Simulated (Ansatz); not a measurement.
Data:

MoRu in space group P-6m2 (No. 187; Mo on 1e, Ru on 1d), a = b = 2.753 Å, c = 4.426 Å, α = β = 90.00°, γ = 120.00°.

This is the r²SCAN-relaxed structure.

### Question
All from DFT-r²SCAN in the program Ansatz with PAW potentials, unless another level is named. Estimate the density of states at the Fermi level.

### Answer
0.79 states/eV per atom (mean over ±0.08 eV).

### Question
Give the formation energy from the elements (no fitted shifts).

### Answer
0.094 eV/atom.

### Question
Next, the gap with spin–orbit coupling?

### Answer
none (metallic).

The workflow started from a Materials Project entry (that database holds measured and hypothetical structures alike); the Crystallography Open Database copy checked does not list it. With Mo and Ru taken as one species the cell has the higher symmetry P6_3/mmc, so it may be an ordered model of a mixed-site phase. Whether it is the stable phase at ambient conditions was not checked. The cell was relaxed with r²SCAN under the symmetry of its start; of distortions, only those at the zone centre were tested. The run is not spin-polarised. Axis ratios of metals converge slowly with the k-mesh, so a and c are less sure than the volume. The references are the lowest solids computed at this level, not always the standard phases. Spin–orbit coupling is left out wherever it is not named.

Potentials: the later of the program's two PAW sets.
